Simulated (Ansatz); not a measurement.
MgH$_{2}$ (rutile)

```
MgH2
1.0
    4.51729     0.00000     0.00000
    0.00000     4.51729     0.00000
    0.00000     0.00000     3.01286
Mg H
2 4
Direct
  0.00000   0.00000   0.00000
  0.50000   0.50000   0.50000
  0.30441   0.30441   0.00000
  0.80441   0.19559   0.50000
  0.19559   0.80441   0.50000
  0.69559   0.69559   0.00000
```

Equation-of-state scan: isotropic scaling of the cell above, V₀ being its volume. The atoms relax within the cell's symmetry.

All values below come from PBE (plane waves to 420 eV, PAW, scalar-relativistic; Ansatz, a first-principles code). k mesh 7×7×11 (Γ-centred), Fermi-Dirac smearing 0.05 eV. Energies are smeared free energies. Compression counts positive. With the shape held, the modulus is that of even scaling; a crystal free to change shape is softer. MgH2 was relaxed with its symmetry unable to fall. ΔE is measured from the relaxed starting cell.

```json
[
 {"V (Å³/atom)": "9.222", "ΔE (meV/atom)": "19.1"},
 {"V (Å³/atom)": "9.478", "ΔE (meV/atom)": "10.3"},
 {"V (Å³/atom)": "9.734", "ΔE (meV/atom)": "4.4"},
 {"V (Å³/atom)": "9.991", "ΔE (meV/atom)": "1.1"},
 {"V (Å³/atom)": "10.247", "ΔE (meV/atom)": "0.0"},
 {"V (Å³/atom)": "10.503", "ΔE (meV/atom)": "1.0"},
 {"V (Å³/atom)": "10.759", "ΔE (meV/atom)": "withheld"},
 {"V (Å³/atom)": "11.015", "ΔE (meV/atom)": "8.2"},
 {"V (Å³/atom)": "11.271", "ΔE (meV/atom)": "14.1"}
]
```

Problem. Fit a third-order Birch-Murnaghan form (E₀, V₀, B₀, B₀′ free) to the given rows and predict ΔE at V = 10.759.

Solution. Least squares on the 8 given rows: ΔE = E₀ + (9V₀B₀/16)·y²·[2 + (B₀′ − 4)y], y = (V₀/V)^(2/3) − 1, with V₀ = 10.246 Å³/atom, B₀ = 50.93 GPa (160.2 GPa = 1 eV/Å³; the term in eV is multiplied by 1000), B₀′ = 3.55, E₀ = 0.01 meV/atom; root-mean-square residual 0.02 meV/atom. At 10.759 the fit gives 3.8 meV/atom; the calculation gives 3.8 meV/atom, the same to the digits shown. For the pressure the fit gives -2.28 GPa against the computed -2.28 GPa.

(A scan under strain: stresses follow from slopes of the energy per volume, elastic moduli from its curvatures.)
